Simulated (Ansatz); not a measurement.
Consider a crystal of Zr2C in space group P-6m2 (No. 187), with Zr on 2i; C on 1a. A trial structure of Zr2C was built thus: ordered vacancies on the anion sites of nickel arsenide (occupants of the shared sites, in ratio, C: 1, vacant: 1).

Computed with Ansatz, DFT PBE, scalar-relativistic, plane waves, PAW. Cutoff 420 eV, Γ-centred mesh, Gaussian smearing, no spin polarisation.

Energies over the elements count from the elements' standard structures at the same level, with no fitted energy shifts.

Task: Give the relaxed lattice parameters and positions.

Result:

Space group P-6m2 (No. 187). a = 3.248 Å, b = 3.248 Å, c = 5.710 Å, α = 90.00°, β = 90.00°, γ = 120.00°
| atom | site | symmetry | x | y | z |
| --- | --- | --- | --- | --- | --- |
| Zr | 2i | 3m. | 0.6667 | 0.3333 | 0.7556 |
| C | 1a | -6m2 | 0.0000 | 0.0000 | 0.0000 |

Zr has 3 C at 2.34 Å, 2 Zr at 2.79–2.92 Å and 6 Zr at 3.25 Å; around C lie 6 Zr at 2.34 Å. Another local minimum with the same sites may exist.

Task: Where does its energy lie, and is it a metal?

Result: The energy over the elements is −0.13 eV/atom and the gap on the 18×18×10 mesh of the 3-atom cell is 0 eV (a metal). A negative formation energy is needed for stability but isn't enough: competing phases decide.

The last run used Gaussian smearing of 0.10 eV. The reference form of C is held partly by dispersion forces, which this level lacks. Symmetry constrained the relaxation, so the result can be a saddle point.
